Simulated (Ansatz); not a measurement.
input.yaml

```yaml
crystal:
  lattice:
    - [3.99, 0.0, 0.0]
    - [0.0, 3.99, 0.0]
    - [0.0, 0.0, 5.01]
  atoms:
    - { symbol: Pb, position: [0.0, 0.5, 0.24] }
    - { symbol: Pb, position: [0.5, 0.0, 0.76] }
    - { symbol: O, position: [0.0, 0.0, 0.0] }
    - { symbol: O, position: [0.5, 0.5, 0.0] }
basis:
  ecutwfc: 420
kpoints:
  mp_grid: { grid: [4, 4, 4] }
hamiltonian:
  xc: pbe
scf:
  occupations: { method: gaussian, width: 0.1 }
output:
  forces: true
  stress: true
  eigenvalues: true
```

Run as
```bash
ansatz run input.yaml --threads 1 --pin off --max-ram 2560MiB --backend cpu --events-out ev --progress --plain --runs-dir out
```

Level of theory: DFT PBE, scalar-relativistic, plane waves, PAW (Ansatz 0.2.0).

Abridged output (final results; tables in files aren't shown):

```
SCF 1 converged in 6 iterations: F = -24947.065611 eV  dr2 = 4.56e-8
SCF converged after 6 iterations
Free energy (F): -24947.065611 eV
Harris-Foulkes:  -24947.065611 eV  (|F-HF|=5.36e-8)
Internal energy: -24947.065611 eV  (E = F + TS)
E sigma→0 (E₀):  -24947.065611 eV
Fermi energy:    9.045508 eV
--- Per-component energies (eV) ---
  E_band       = -104.709430
  E_kinetic    = 927.737923
  E_local      = -3095.387583  (includes V_loc(G=0)·N_el)
  E_nonlocal   = 798.281719
  E_hartree    = 1230.251878
  E_xc         = -588.575732
  E_vxc        = -452.577676  (∫ρ·V_xc dr)
  E_paw        = -21129.008679  (= ΣΔE_a)
  E_vpaw       = -743.262887  (= ΣTr[D̂ρ^β])
  E_aug_tail   = 0.004831  (compensation charges beyond the density's cutoff)
  E_ewald      = -3090.369968
  E_smearing   =  0.000000  (= −TS)
--- Forces (eV/Å), atoms counted from 1 ---
  atom   1  Pb     0.00000000     0.00000000    -0.01416902
  atom   2  Pb     0.00000000     0.00000000     0.01416902
  atom   3  O      0.00000000     0.00000000     0.00000000
  atom   4  O      0.00000000     0.00000000     0.00000000
--- Stress (GPa, compression-positive) ---
        3.388249       0.000000       0.000000
        0.000000       3.388249       0.000000
        0.000000       0.000000       2.229396
  P = ⅓ Tr σ = 3.0020 GPa (30.020 kbar)
--- Band table (eV; the first three rows and the last of 18) ---
  k-point 0: bands = ["-9.7800", "-9.2801", "-7.5409", "-7.5409", "-7.4821", "-7.4690", "-7.3968", "-7.3217", "-7.3199", "-7.3199", "-7.2998", "-5.9849", "1.3609", "1.7325", "4.3165", "4.3165", "6.8236", "6.9079", "6.9079", "8.4738", "10.9016", "14.0138", "14.0138", "14.0879"]
  k-point 1: bands = ["-9.7673", "-9.2714", "-7.5169", "-7.5169", "-7.4868", "-7.4589", "-7.3842", "-7.3484", "-7.3484", "-7.3310", "-7.3126", "-5.9773", "0.3108", "3.1499", "4.3979", "4.3979", "6.8024", "6.8951", "6.8951", "8.1235", "10.5907", "12.9751", "12.9751", "13.4777"]
  k-point 2: bands = ["-9.7546", "-9.2625", "-7.5047", "-7.4796", "-7.4796", "-7.4297", "-7.3902", "-7.3902", "-7.3629", "-7.3461", "-7.3339", "-5.9697", "-0.1416", "4.1169", "4.4839", "4.4839", "6.7820", "6.8791", "6.8791", "7.5348", "10.5357", "12.4134", "12.4134", "12.7075"]
  k-point 17: bands = ["-9.4385", "-9.4385", "-7.4201", "-7.4201", "-7.3890", "-7.3890", "-7.3587", "-7.3587", "-7.3426", "-7.3426", "-6.4594", "-6.4594", "0.4293", "0.4293", "4.6630", "4.6630", "6.2170", "6.2170", "7.5141", "7.5141", "11.8821", "11.8821", "13.2411", "13.2411"]
```

The calculation finished and met its thresholds.

Time: 6.7 s on 1 thread of Intel(R) Xeon(R) Processor @ 2.50GHz (Skylake/Cascade Lake), with other jobs on the host, peak memory 0.34 GiB.

The k mesh is coarse. Spin–orbit coupling is left out, which can shift energies with elements as heavy as these.